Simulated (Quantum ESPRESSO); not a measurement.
## Band energies of NaOH

```xyz
12
Lattice="3.1260 0.0000 0.0000 0.0000 5.8671 0.0000 0.0000 0.0000 6.1043" Properties=species:S:1:pos:R:3 pbc="T T T"
H      1.7191     3.0606     1.5261
H      1.4069     2.8065     4.5783
H      1.7191     5.7400     4.5783
H      1.4069     0.1271     1.5261
O      0.9179     2.5155     1.5261
O      2.2081     3.3516     4.5783
O      0.9179     0.4181     4.5783
O      2.2081     5.4490     1.5261
Na     2.6379     1.4668     0.0000
Na     0.4881     4.4003     0.0000
Na     0.4881     4.4003     3.0522
Na     2.6379     1.4668     3.0522
```

PBEsol (Quantum ESPRESSO, PseudoDojo norm-conserving, 88 Ry, no spin-orbit coupling); path ΓXSYΓZURTZ,YT,UX,SR; energies in eV from the valence-band maximum.

| k (1/Å) | point | band 28 | band 29 | band 30 | band 31 | band 32 | band 33 | band 34 | band 35 |
|---|---|---|---|---|---|---|---|---|---|
| 0.00 | Γ | -1.01 | -0.52 | -0.35 | -0.14 | 0.00 | 3.53 | 6.26 | 7.01 |
| 0.60 |  | -1.07 | -0.57 | -0.54 | -0.48 | -0.38 | 5.62 | 7.94 | 8.42 |
| 1.00 | X | -0.86 | -0.85 | -0.79 | -0.70 | -0.46 | 7.14 | 8.45 | 8.51 |
| 1.54 | S | -1.13 | -0.92 | -0.92 | -0.55 | -0.55 | 7.53 | 7.53 | 8.58 |
| 2.34 |  | -0.94 | -0.74 | -0.74 | -0.38 | -0.38 | 5.49 | 5.49 | 7.78 |
| 2.55 | Y | -0.83 | -0.70 | -0.70 | -0.38 | -0.38 | 5.27 | 5.27 | 7.56 |
| 3.08 | Γ | -1.01 | -0.52 | -0.35 | -0.14 | 0.00 | 3.53 | 6.26 | 7.01 |
| 3.60 | Z | -1.22 | -0.77 | -0.77 | -0.07 | -0.07 | 5.05 | 5.05 | 7.82 |
| 3.76 |  | -1.23 | -0.79 | -0.79 | -0.12 | -0.12 | 5.23 | 5.23 | 7.99 |
| 4.43 |  | -1.01 | -0.77 | -0.77 | -0.60 | -0.60 | 7.67 | 7.67 | 9.04 |
| 4.60 | U | -1.06 | -0.71 | -0.71 | -0.65 | -0.65 | 8.02 | 8.02 | 8.93 |
| 4.96 |  | -1.04 | -0.73 | -0.73 | -0.69 | -0.69 | 7.93 | 7.93 | 8.42 |
| 5.14 | R | -1.10 | -0.73 | -0.73 | -0.73 | -0.73 | 8.08 | 8.08 | 8.08 |
| 5.64 |  | -1.25 | -0.77 | -0.77 | -0.77 | -0.77 | 7.34 | 7.34 | 7.34 |
| 6.14 | T | -1.36 | -0.62 | -0.62 | -0.62 | -0.62 | 6.41 | 6.41 | 6.41 |
| 6.32 |  | -1.27 | -0.74 | -0.74 | -0.41 | -0.41 | 5.76 | 5.76 | 7.05 |
| 6.68 | Z | -1.22 | -0.77 | -0.77 | -0.07 | -0.07 | 5.05 | 5.05 | 7.82 |
| 6.68 | Y | -0.83 | -0.70 | -0.70 | -0.38 | -0.38 | 5.27 | 5.27 | 7.56 |
| 7.19 | T | -1.36 | -0.62 | -0.62 | -0.62 | -0.62 | 6.41 | 6.41 | 6.41 |
| 7.19 | U | -1.06 | -0.71 | -0.71 | -0.65 | -0.65 | 8.02 | 8.02 | 8.93 |
| 7.71 | X | -0.86 | -0.85 | -0.79 | -0.70 | -0.46 | 7.14 | 8.45 | 8.51 |
| 7.71 | S | -1.13 | -0.92 | -0.92 | -0.55 | -0.55 | 7.53 | 7.53 | 8.58 |
| 8.22 | R | -1.10 | -0.73 | -0.73 | -0.73 | -0.73 | 8.08 | 8.08 | 8.08 |

The PBEsol gap is direct, 3.53 eV at Γ.

Geometry of the Materials Project entry, not relaxed at this level.

The structure is a Materials Project entry; no match was found in the copy of COD used, and its stability was not checked.

Letters of k points follow the standard setting of the lattice, whose axes may be ordered differently from the printed cell.
